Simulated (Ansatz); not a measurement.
A relaxed structure of Sb. Space group R-3m (No. 166), AFLOW prototype A_hR2_166_c (A7, as in As). Level of theory: PBEsol (plane waves to 420 eV, PAW, scalar-relativistic; Ansatz, a program for electronic structure).

```xyz
2
Lattice="3.7424 -2.1602 0.0000 3.7424 2.1602 0.0000 -2.4956 0.0000 3.6877" Properties=species:S:1:pos:R:3 pbc="T T T"
Sb    -0.0007     0.0000     2.9223
Sb     4.9898     0.0000     0.7655
```

```yaml
volume_per_atom: 29.81 Å³
band_gap: no gap (metallic)
shortest_distances: Sb–Sb 2.93 Å
k-mesh: 13×13×13
```

No spin polarisation in the result.

It was reached from a disturbed copy of a P6₃/mmc (No. 194) cell, against which it lies -0.21 eV/atom.
